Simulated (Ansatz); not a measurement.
An Ansatz input:

```yaml
crystal:
  lattice:
    - [-1.5441066768, 1.5441066768, 1.5441066768]
    - [1.5441066768, -1.5441066768, 1.5441066768]
    - [1.5441066768, 1.5441066768, -1.5441066768]
  atoms:
    - { symbol: Ir, position: [0.0, 0.0, 0.0] }
hamiltonian:
  xc: r2scan
  pseudopotentials:
    kind: paw
    azcp:
      Ir: "pseudopotentials/Ir.paw.azcp"
basis:
  ecutwfc: 500
  fft_grid_basis: typed
kpoints:
  mp_grid: { grid: [7, 7, 7], shift: [0, 0, 0] }
magnetization:
  spin_polarized: false
scf:
  occupations: { method: fermi_dirac, width: 0.1 }
```

Output

```
Engine: ansatz 0.2.0, aarch64-unknown-linux-gnu
Pseudopotentials: kind: paw
Pseudopotential: Ir, paw, valence charge 17, recommended cutoff 500 eV (meta_gga) 
Functional definition: r2SCAN
  parameter k0 = 0.174
  parameter k1 = 0.065
  parameter a1 = 4.9479
  exchange = r2scan_x(k0 = k0, k1 = k1, a1 = a1)
  correlation = r2scan_c
Crystal: 1 atoms, lattice volume = 14.726 Å³
Basis set: ecut = 500 eV, 369 PW (Γ), exchange–correlation on 80×80×80 points (64 copies of the dense FFT grid, shifted against one another)
Bands: 13, of which v1, the nominal top of the filled ones, is band 9 counted from 1 (8 counted from 0)
Symmetry: 48 space group operations
Space group: Im-3m (ITA 229), of the structure as read, at distance tolerance 2.5e-5 Å
k-points: 20 of 343
Non-local potential: Ir, projectors of the file, l = 0: 3, l = 1: 2, l = 2: 2, l = 3: 1
PAW form: soft (Blöchl's): semilocal exchange-correlation on the pseudo side does not see the compensation charge
PAW frozen core: Ir, regenerated for the run's functional (the file was generated under x = pbe(κ = 0.804, μ = 0.2195149727645171), c = pbe(β = 0.06672455060314922))
PAW one-centre angular grid: Ir, 590 points (default); XC on 160 Gauss nodes
Initial density: superposition of atomic densities (neutral atoms: chi_scale 0, normalization atom), corrected by the library's trained network
Initial wavefunctions: pseudopotential atomic-orbital guess
Functional: x = r2scan, c = r2scan; τ floored in thin density (d = 2e-4 eV/Å³)
SCF iter   1: F=—  HF=-11948.110659 eV  |F-HF|=—  |Δ(HF+E_count)|=         —  Δρ=1.20e-2  dr2=1.10e-2  dr2_τ=3.25e-2  ethr=1.77e-3  ⟨swp⟩=5.0  Hψ=1488  notcnv=0
SCF iter   2: F=—  HF=-11948.132939 eV  |F-HF|=—  |Δ(HF+E_count)|=   2.23e-2  Δρ=5.02e-3  dr2=8.51e-4  dr2_τ=5.70e-4  ethr=6.50e-5  ⟨swp⟩=2.0  Hψ=588  notcnv=0
SCF iter   3: F=—  HF=-11948.133707 eV  |F-HF|=—  |Δ(HF+E_count)|=   7.68e-4  Δρ=1.79e-3  dr2=1.02e-4  dr2_τ=2.32e-5  ethr=5.00e-6  ⟨swp⟩=2.4  Hψ=334  notcnv=0
SCF iter   4: F=—  HF=-11948.133859 eV  |F-HF|=—  |Δ(HF+E_count)|=   1.52e-4  Δρ=1.62e-4  dr2=1.88e-6  dr2_τ=1.60e-7  ethr=6.02e-7  ⟨swp⟩=2.0  Hψ=359  notcnv=0
SCF iter   5: F=—  HF=-11948.133864 eV  |F-HF|=—  |Δ(HF+E_count)|=   4.41e-6  Δρ=5.96e-5  dr2=5.00e-7  dr2_τ=6.49e-8  ethr=1.11e-8  ⟨swp⟩=2.0  Hψ=417  notcnv=0
SCF iter   6: F=-11948.133863 eV  HF=-11948.133863 eV  |F-HF|=1.67e-8  |Δ(HF+E_count)|=   1.42e-7  Δρ=1.33e-5  dr2=2.56e-8  dr2_τ=7.82e-10  ethr=5.88e-10  ⟨swp⟩=1.0  Hψ=683  notcnv=0
SCF 1 converged in 6 iterations: F = -11948.133863 eV  dr2 = 2.56e-8
SCF converged after 6 iterations
Free energy (F): -11948.133863 eV
Harris-Foulkes:  -11948.133863 eV  (|F-HF|=1.67e-8)
Internal energy: -11948.065955 eV  (E = F + TS)
E sigma→0 (E₀):  -11948.099909 eV
Entropy (-TS):   -0.067908 eV (-67.908 meV/atom)
Fermi energy:    24.020577 eV
--- Per-component energies (eV) ---
  E_band       = -116.655382
  E_kinetic    = 623.632473
  E_local      = -1115.529484  (includes V_loc(G=0)·N_el)
  E_nonlocal   = 74.692179
  E_hartree    = 426.360862
  E_xc         = -254.885668
  E_vxc        = -332.795682  (∫ρ·V_xc dr)
  E_paw        = -9250.009234  (= ΣΔE_a)
  E_vpaw       = -240.098930  (= ΣTr[D̂ρ^β])
  E_aug_tail   = -0.000026  (compensation charges beyond the density's cutoff)
  E_vtau       = 20.728745  (kinetic-family band-sum trace: ∫τ·v_τ [+ j·A + Jᵃ·Aᵃ] dr)
  E_ewald      = -2452.010163
  E_core_change = -0.316894  (= ΣΔE_core)
  E_smearing   = -0.067908  (= −TS)
  E_closure    = 0.000000  (closes the sum)
  Σ components = -11948.133863   (vs F -11948.133863, Δ=0.00e0)
```

Command:

```sh
ansatz run input.yaml --threads 4 --pin off --max-ram 8192MiB --backend cpu --events-out ev --progress --plain --runs-dir out
```

On 4 threads of Arm Neoverse V1 (shared host) this took about 0.42 s of wall time and 0.92 s of CPU time, with 0.27 GiB at the peak.
